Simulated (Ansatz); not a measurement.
LaSF (space group P4/nmm)

```
LaSF
1.0
    4.05473     0.00000     0.00000
    0.00000     4.05473     0.00000
    0.00000     0.00000     6.97079
La S F
2 2 2
Direct
  0.00000   0.50000   0.77004
  0.50000   0.00000   0.22996
  0.50000   0.00000   0.65165
  0.00000   0.50000   0.34835
  0.50000   0.50000   0.00000
  0.00000   0.00000   0.00000
```

The relaxed cell is deformed in two ways at once: its volume V is scaled, and at that volume it is stretched along z (the c axis of the conventional cell) so that c/a changes. Fractional atomic positions are held.

Level of theory: r2SCAN (plane waves to 500 eV, PAW, scalar-relativistic; Ansatz, a first-principles code). k mesh 8×8×5 (Γ-centred), Fermi-Dirac smearing 0.05 eV. E stands for the smeared free energy. As the atoms are clamped, bonds stretch with the cell, which overstates energies and stresses. LaSF is run without spin polarisation. LaSF was relaxed with its symmetry unable to fall.

Changes of ΔE (kJ/mol of atoms) from the point V/V₀ = 1.000, (c/a)/(c/a)₀ = 1.000 when one coordinate moves alone (two changes are said to add if the coupling is within 5 % of the smaller one, nearly so within 20 %):

```json
[
 {"point": "V/V₀ = 1.000, (c/a)/(c/a)₀ = 0.880", "change": "4.998"},
 {"point": "V/V₀ = 1.000, (c/a)/(c/a)₀ = 0.940", "change": "1.156"},
 {"point": "V/V₀ = 0.960, (c/a)/(c/a)₀ = 1.000", "change": "0.976"},
 {"point": "V/V₀ = 0.980, (c/a)/(c/a)₀ = 1.000", "change": "0.235"},
 {"point": "V/V₀ = 1.020, (c/a)/(c/a)₀ = 1.000", "change": "0.221"},
 {"point": "V/V₀ = 1.040, (c/a)/(c/a)₀ = 1.000", "change": "0.852"},
 {"point": "V/V₀ = 1.000, (c/a)/(c/a)₀ = 1.060", "change": "1.030"},
 {"point": "V/V₀ = 1.000, (c/a)/(c/a)₀ = 1.120", "change": "3.961"}
]
```

Task: What is the change at V/V₀ = 1.040, (c/a)/(c/a)₀ = 1.060, where both move, and how far is it from the sum?

Result: The sum of the single changes is 0.852 + (1.030) = 1.882; the calculation gives 1.667, so the coupling contributes -0.215 (over 20 % of the smaller single change, not additive).

Task: Do the two effects add at V/V₀ = 0.960, (c/a)/(c/a)₀ = 0.880? Give the computed change.

Result: The sum of the single changes is 0.976 + (4.998) = 5.974; the calculation gives 6.339, so the coupling contributes 0.365 (over 20 % of the smaller single change, not additive).

Task: Do the two effects add at V/V₀ = 1.020, (c/a)/(c/a)₀ = 1.120? Give the computed change.

Result: The sum of the single changes is 0.221 + (3.961) = 4.182; the calculation gives 3.877, so the coupling contributes -0.305 (over 20 % of the smaller single change, not additive).

(A scan under strain: stresses follow from slopes of the energy per volume, elastic moduli from its curvatures.)
